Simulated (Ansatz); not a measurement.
InAs (zinc blende)

```
CELL_PARAMETERS angstrom
      0.00000     3.09316     3.09316
      3.09316     0.00000     3.09316
      3.09316     3.09316     0.00000
ATOMIC_POSITIONS crystal
  As 0.75000 0.75000 0.75000
  In 0.00000 0.00000 0.00000
```

Scan: atom 2 (In, nearest neighbour As at 2.679 Å; its periodic images, 4.4 Å or more away, move with it) is displaced along Cartesian x, direction (1.000, 0.000, 0.000) in Cartesian axes, by s. The other atoms stay.

Computed with PBE (plane waves to 420 eV, PAW, scalar-relativistic; Ansatz, an electronic-structure program). k mesh 8×8×8 (Γ-centred), Fermi-Dirac smearing 0.05 eV. With partly filled bands, energies and forces of such displacements shift with the k mesh and the smearing. F∥ is the force on the atom along that direction. At this level the bands of InAs touch or barely overlap; measurements give the solid a gap. InAs was relaxed with its symmetry unable to fall. 

```
s (Å)   F∥ (eV/Å)
------  ---------
-0.800      3.422
-0.640      3.201
-0.480      2.711
-0.320      1.980
-0.160      1.044
0.000       0.000
0.160      -1.044
0.320      -1.980
0.480      -2.711
0.640      -3.201
0.800      -3.422
```

Question: What is the force constant k = d²E/ds² of this move at s = 0?

Answer: 6.64 eV/Å². The forces along the line at the two nearest points give (1.044 − (-1.044)) / (2·0.160) = 6.53 eV/Å²; the next pair corrects for the finite step.

Question: With two atoms in the cell this is the zone-centre optical mode. What wavenumber follows?

Answer: 200 cm⁻¹. Reduced mass μ = 45.34 u; ν̃ = 521.5·√(k/μ) with k = 6.64 eV/Å².

(A displaced cell: forces are minus the slopes of the energy, force constants its curvatures, and phonons follow from these.)
